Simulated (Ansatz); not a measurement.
Polymorphs of AgI, each relaxed with plane-wave PAW LDA (Ansatz code):

A: zinc blende (F-43m)
a = b = c = 6.3480 Å, α = β = γ = 90.00°

```csv
atom,site,symmetry,x,y,z
Ag,4c,-43m,0.2500,0.2500,0.2500
I,4a,-43m,0.0000,0.0000,0.0000
```

B: P6_3mc
a = 4.3263 Å, b = 4.3263 Å, c = 14.3815 Å, α = 90.00°, β = 90.00°, γ = 120.00°

| atom | site | symmetry | x | y | z |
|---|---|---|---|---|---|
| Ag | 2a | 3m. | 0.0000 | 0.0000 | 0.3236 |
| Ag | 2b | 3m. | 0.6667 | 0.3333 | 0.4265 |
| I | 2a | 3m. | 0.0000 | 0.0000 | 0.0180 |
| I | 2b | 3m. | 0.6667 | 0.3333 | 0.2318 |

C: P3_121
a = 4.3820 Å, b = 4.3820 Å, c = 10.2322 Å, α = 90.00°, β = 90.00°, γ = 120.00°

```json
[
 {"atom": "Ag", "site": "3b", "symmetry": ".2.", "x": "0.4982", "y": "0.4982", "z": "0.5000"},
 {"atom": "I", "site": "3a", "symmetry": ".2.", "x": "0.4992", "y": "0.4992", "z": "0.0000"}
]
```

Q: Put the candidates in order of energy per atom at 0 K, lowest first, for LDA.

A: B (+0 meV/atom), A (+15 meV/atom), C (+48 meV/atom)

Q: Give each one's gap.

A: A 1.06 eV; B 1.25 eV; C 0.46 eV.

Typed or built starts, not in the databases checked: C. Not the usual ambient phase: B; C. Weakly bound layers, chains or molecules computed without a dispersion correction, so cells and soft constants are ill determined: B. All cells were relaxed under the symmetry of their starts (and spin orders); stability against distortions was not tested throughout. Rows with no word on spin ran without spin polarisation. Scalar-relativistic: spin–orbit coupling is off unless named, which matters more the heavier the elements.

Energies hold the estimated change up to a 700 eV cutoff; steps of a few meV lie near the error of the meshes.

Potentials: the later of the program's two PAW sets.
